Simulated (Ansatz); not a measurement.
**Mg₄MnTl₂Sn, a known structure type with other elements, at an estimated volume**

```xyz
8
Lattice="-3.7234 3.7234 3.1319 3.7234 -3.7234 3.1319 3.7234 3.7234 -3.1319" Properties=species:S:1:pos:R:3 pbc="T T T"
Tl    0.0000    3.7234    0.0000
Tl    3.7234    0.0000    0.0000
Mn    0.0000    0.0000    3.1319
Sn    0.0000    0.0000    0.0000
Mg    1.3360    1.3360    1.5459
Mg    1.3360   -1.3360    4.7179
Mg    2.3875    2.3875   -1.5860
Mg   -1.3360    1.3360    4.7179
```

The numbers come from plane-wave PAW DFT (Ansatz): r2SCAN, no spin polarisation, 500 eV, 7×7×7 Γ-centred k points, fermi-dirac occupations (width 0.1 eV). Nothing was relaxed.

**Contacts.** Sn–Mg at 2.44 Å: least valence density 0.28 e/Å³ and ELF 0.13 there. Mn–Mg at 2.47 Å: least valence density 0.24 e/Å³ and ELF 0.17 there. Tl–Tl at 3.13 Å: least valence density 0.21 e/Å³ and ELF 0.27 there. Both are smooth PAW fields, read partly inside the augmentation spheres.
**Stress.** The pressure is 7.5 GPa (compression positive), so with the atoms held at these fractions the cell would first expand; the forces are large, so a full relaxation may end otherwise. The principal stresses 6.4, 6.4, 9.6 GPa differ, so its shape would change too.
**Forces.** The largest is on Mg6 (and as large on other atoms): 3.35 eV/Å, components (2.24, -2.24, -1.12). It makes 160° with the line to a nearest neighbour, Sn4 at 2.44 Å, pointing away from it.
**Charges.** Bader charges in e: Mg +1.44, Mn -1.47, Tl -1.13, Sn -2.02. In the mean Mg gives up most and Sn takes most.
**At the Fermi level.** It is a metal, with about 5.5 states/eV a cell as the mean within 0.25 eV of the Fermi level, mostly Mn d (53 %) and Tl p (17 %).
**Formation energy.** 0.77 eV an atom against the elements' usual phases (free molecules for gases, crystals otherwise, with no correction for O₂ or N₂), so at this geometry it isn't bound against them. Relaxing would lower it.

Origin: a known structure type with other elements, at an estimated volume, so it need not be a known compound. Caveats: no spin polarisation, so a magnetic state may lie lower; atoms or cell far from equilibrium.
